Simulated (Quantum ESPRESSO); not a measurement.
```
CELL_PARAMETERS angstrom
      2.46849     1.42518     4.55562
     -2.46849     1.42518     4.55562
      0.00000    -2.85037     4.55562
ATOMIC_POSITIONS crystal
  F  0.24092 0.90503 0.60789
  F  0.75908 0.09497 0.39211
  F  0.60789 0.24092 0.90503
  F  0.39211 0.75908 0.09497
  F  0.90503 0.60789 0.24092
  F  0.09497 0.39211 0.75908
  Zn 0.50000 0.50000 0.50000
  Pd 0.00000 0.00000 0.00000
```

The geometry is that of Materials Project entry mp-13983, symmetrised and not relaxed again.

Question: What does PBEsol (pw.x of Quantum ESPRESSO, ONCV potentials, scalar-relativistic) give for the electronic structure near the Fermi level?

Answer: The PBEsol gap is direct, 1.63 eV at F. Spin-orbit splittings are left out.
